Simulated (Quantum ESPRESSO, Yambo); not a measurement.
## Quasiparticle gap of RbCaH₃

Space group Pm-3m (No. 221); a = 4.5210 Å, b = 4.5210 Å, c = 4.5210 Å, α = 90.00°, β = 90.00°, γ = 90.00°

```csv
atom,site,symmetry,x,y,z
H,3c,4/mm.m,0.0000,0.5000,0.5000
Ca,1b,m-3m,0.5000,0.5000,0.5000
Rb,1a,m-3m,0.0000,0.0000,0.0000
```

The geometry is that of Materials Project entry mp-23949, symmetrised and not relaxed again.

Starting point: LDA (pw.x of Quantum ESPRESSO, ONCV potentials, no spin-orbit coupling). G0W0 in Yambo: 4×4×4 Γ-centred k mesh, 162 bands and a 8 Ry block in the screening, 162 bands in G with the Bruneval-Gonze terminator, plasmon pole fitted at 27.2 eV.

```json
{
 "LDA gap along the band path": "2.92 eV",
 "LDA gap between the mesh's edge points (M → M)": "2.92 eV",
 "G0W0 gap between the same points": "5.64 eV"
}
```

```tsv
k point	band	E LDA (eV)	E QP (eV)	shift (eV)	Z
Γ	VB	-0.40	-1.85	-1.45	0.79
Γ	CB	5.92	7.87	1.95	0.79
M	VB	0.00	-1.64	-1.64	0.79
M	CB	2.92	3.99	1.08	0.84
```

Energies count from the LDA valence-band maximum.

Nearest settings tried, and what they do to the gap: 123 bands in W, 123 bands in G: -9 meV; 6 Ry block (179 vectors against 257): -48 meV; 2×2×2 mesh: -179 meV. So the settings aren't converged at that level.

The cell is held in this high symmetry; tilts and polar distortions were not searched.
